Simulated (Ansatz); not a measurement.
# zincblende-structured MoSe

The computed numbers are results of r²SCAN, scalar-relativistic (collinear spin) in the plane-wave PAW code Ansatz at 500 eV, Γ-centred 10×10×10 mesh, 0.05 eV Gaussian smearing. The datasets are Ansatz's generated set soft_2.

```cif
data_structure
_symmetry_space_group_name_H-M 'F-43m'
_symmetry_Int_Tables_number 216
_cell_length_a 5.6629
_cell_length_b 5.6629
_cell_length_c 5.6629
_cell_angle_alpha 90.000
_cell_angle_beta 90.000
_cell_angle_gamma 90.000
_cell_volume 181.60
loop_
_atom_site_label
_atom_site_type_symbol
_atom_site_symmetry_multiplicity
_atom_site_Wyckoff_symbol
_atom_site_fract_x
_atom_site_fract_y
_atom_site_fract_z
_atom_site_occupancy
Mo1 Mo 4 a 0.00000 0.00000 0.00000 1
Se1 Se 4 d 0.25000 0.25000 0.75000 1
```

The structure was built from a prototype; whether the compound forms in it isn't claimed.

Magnetic state: ferromagnetic, site spin moments Mo 0.93 μB.

The cell above was scaled in volume, its shape and atoms being fixed by the lattice's symmetry. Energies are counted from the cell above.

The cell is relaxed to zero pressure at this level.

```json
{"V (Å³/atom)": "21.792", "ΔE (meV/atom)": "13.14", "P from the stress (GPa)": "4.82"}
{"V (Å³/atom)": "22.246", "ΔE (meV/atom)": "3.15", "P from the stress (GPa)": "2.27"}
{"V (Å³/atom)": "22.700", "ΔE (meV/atom)": "0.00", "P from the stress (GPa)": "0.00"}
{"V (Å³/atom)": "23.154", "ΔE (meV/atom)": "2.91", "P from the stress (GPa)": "-1.99"}
{"V (Å³/atom)": "23.608", "ΔE (meV/atom)": "11.07", "P from the stress (GPa)": "-3.75"}
{"V (Å³/atom)": "24.289", "ΔE (meV/atom)": "32.00", "P from the stress (GPa)": "-6.07"}
```

Problem. Do the energies and the pressures agree? Compare −ΔE/ΔV between neighbouring points (1 meV/Å³ = 0.1602 GPa) with the mean of their pressures.

Solution. 
```
interval (Å³/atom)  −ΔE/ΔV (GPa)  mean P (GPa)
    21.79 to 22.25           3.5           3.5
    22.25 to 22.70           1.1           1.1
    22.70 to 23.15          -1.0          -1.0
    23.15 to 23.61          -2.9          -2.9
    23.61 to 24.29          -4.9          -4.9
```
They differ by 0.03 GPa at most.

Problem. What do the two routes give for V0, B0 and B0′?

Solution. A third-order Birch–Murnaghan fit of the energies: V0 = 22.70 Å³/atom, B0 = 106 GPa, B0′ = 5.3. A polynomial of P in ln V, with B = −dP/d ln V at P = 0: V0 = 22.70 Å³/atom, B0 = 106 GPa, B0′ = 5.2.

The largest spin moment goes from 0.90 to 1.01 μB along the curve.

B0·V0 = 106.3 GPa × 22.70 Å³ = 15.06 eV/atom sets the scale: near the minimum ΔE ≈ ½ B0 V0 x², with x = V/V0 − 1, and a pressure of 1.1 GPa squeezes the volume by about 1 %. At the ends of the curve: x = −4.0 % predicts 12.1 meV/atom and the run gives 13.1; x = +7.0 % predicts 36.9 meV/atom and the run gives 32.0. The lopsidedness is anharmonic: atoms resist being pushed together more than being pulled apart.

The moment grows with the volume: wider spacing narrows the bands, and exchange then polarises them more fully.

The run wasn't fully tested for a lower electronic state. Site moments are of spin, integrated over atomic spheres. The moments were started parallel, and the real magnetic order may be another. The run is a metal.
